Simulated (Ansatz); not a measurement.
**Computed properties of SiO$_{2}$**

SiO2:
```yaml
crystal:
  lattice:
    - [4.94947, 0.00000, 0.00000]
    - [-2.47474, 4.28637, 0.00000]
    - [0.00000, 0.00000, 5.44174]
  atoms:
    - { symbol: O, position: [0.41257, 0.26669, 0.21428] }
    - { symbol: O, position: [0.73331, 0.14588, 0.54761] }
    - { symbol: O, position: [0.85412, 0.58743, 0.88095] }
    - { symbol: O, position: [0.26669, 0.41257, 0.78572] }
    - { symbol: O, position: [0.14588, 0.73331, 0.45239] }
    - { symbol: O, position: [0.58743, 0.85412, 0.11905] }
    - { symbol: Si, position: [0.47048, 0.00000, 0.33333] }
    - { symbol: Si, position: [0.00000, 0.47048, 0.66667] }
    - { symbol: Si, position: [0.52952, 0.52952, 0.00000] }
```

Space group P3_121 (No. 152); conventional cell a = 4.949 Å, b = 4.949 Å, c = 5.442 Å, α = 90.00°, β = 90.00°, γ = 120.00°.

Method: plane-wave PAW PBEsol (Ansatz code). Structure relaxed to zero pressure with the same functional. Other levels are named where they apply.

Cell and energy:

- Volume per atom: 12.83 Å³
- Density: 2.59 g/cm³
- Formation energy from the elements (no fitted shifts): -2.81 eV/atom

Electronic structure:

- Band gap: 5.72 eV (indirect)
- Valence-band maximum: at K
- Conduction-band minimum: at Γ
- Smallest direct gap on the standard path: 6.01 eV
- Electron effective mass: 0.50 mₑ (isotropic)
- HSE06 gap on the PBEsol cell: 7.67 eV

Mechanics:

- Bulk modulus (Birch–Murnaghan fit): 31.9 GPa
- Pressure derivative B′: 5.5
- Elastic constants (relaxed ions, GPa): C11 = 75.9, C12 = 4.6, C13 = 8.3, C14 = -17.7, C33 = 93.1, C44 = 53.2
- Mechanical stability: stable (all eigenvalues of C positive)
- Hill bulk and shear moduli: 31.7 and 39.7 GPa
- Young's modulus: 84.1 GPa
- Poisson's ratio: 0.06
- Debye temperature from the elastic constants: 542 K
- Piezoelectric stress constants (proper, relaxed ions, C/m²): e11 = 0.17, e12 = e26 = -0.17, e14 = -0.04, e25 = 0.04

Dielectric response:

- Electronic dielectric constant ε∞ (DFPT): 2.49 (xx = yy), 2.52 (zz)
- Static dielectric constant ε0 (ions relaxed, cell fixed): 4.62 (xx = yy), 4.84 (zz)
- Born charges (a third of the trace): O -1.68, Si +3.37 e
- Largest static χ(2) component: 0.94 pm/V

Phonons:

* **Highest zone-centre frequency (without LO–TO term)**: 1134 cm^-1
* **Zone-centre stability**: no imaginary mode at Γ

The cell was relaxed with PBEsol under the symmetry of its start. Signs of piezoelectric constants follow the polarity of the cell as given. The references are the lowest solids computed at this level, not always the standard phases (solids in place of the gases).

Potentials: the later of the program's two PAW sets.
